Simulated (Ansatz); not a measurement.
BN (wurtzite)

```
BN
1.0
    2.55453     0.00000     0.00000
   -1.27726     2.21229     0.00000
    0.00000     0.00000     4.22457
B N
2 2
Direct
  0.66667   0.33333   0.99991
  0.33333   0.66667   0.49991
  0.66667   0.33333   0.62529
  0.33333   0.66667   0.12529
```

Scan: atom 1 (B, nearest neighbour N at 1.567 Å; its periodic images, 2.6 Å or more away, move with it) is displaced along Cartesian x, direction (1.000, 0.000, 0.000) in Cartesian axes, by s. The other atoms stay.

Level of theory: PBE (plane waves to 420 eV, PAW, scalar-relativistic; Ansatz, a program for electronic structure). k mesh 12×12×6 (Γ-centred), Fermi-Dirac smearing 0.05 eV. The energy includes the smearing's −TS. BN was relaxed with its symmetry unable to fall. The zero of ΔE is the undisplaced structure.

```csv
s (Å),ΔE (meV/cell)
-0.470,2701
-0.376,withheld
-0.282,969
-0.188,431
-0.094,108
0.000,0
0.094,108
0.188,431
0.282,969
0.376,withheld
0.470,2701
```

Q: Fit an even polynomial form (powers 2, 4) to the given rows and predict ΔE at s = -0.376.

A: Least squares on the 9 given rows: ΔE = (12170)·s² + (261.8)·s⁴, in meV/cell with s in Å; root-mean-square residual 0.4 meV/cell. At -0.376 the fit gives 1726 meV/cell; the calculation gives 1723 meV/cell, so the interpolation is off by 3 (+0.2 %). The quadratic term alone would give 1721 meV/cell.

(For displaced atoms, the force is minus the slope of the energy, and its curvature is a force constant, which sets phonon frequencies.)
